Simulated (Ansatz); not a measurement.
AlN:
```
CELL_PARAMETERS angstrom
      0.00000     2.17110     2.17110
      2.17110     0.00000     2.17110
      2.17110     2.17110     0.00000
ATOMIC_POSITIONS crystal
  Al 0.00000 0.00000 0.00000
  N  0.25000 0.25000 0.25000
```

Relaxed with LDA.

Task: Give the optical modes at the zone centre with their infrared and Raman activity from DFPT, LDA in the plane-wave PAW code Ansatz.

Result: Transverse frequencies, without the LO–TO term; a row sums one degenerate level.

| ω (cm⁻¹) | degeneracy | IR ((D/Å)²/amu) | Raman (Å⁴/amu) | activity | symmetry |
|---|---|---|---|---|---|
| 665 | 3 | 48.60 | 16 | IR+Raman | T2 |

Task: How high does the top mode go among those that the LO–TO term moves?

Result: 902 cm⁻¹ for q along x.

Space group F-43m (zinc blende). The LDA relaxation kept the symmetry of its start.

Potentials: the earlier of the program's two PAW sets. The files were generated under PBE; for other functionals the program regenerates the frozen cores, and for LDA and PBEsol the local potential too.
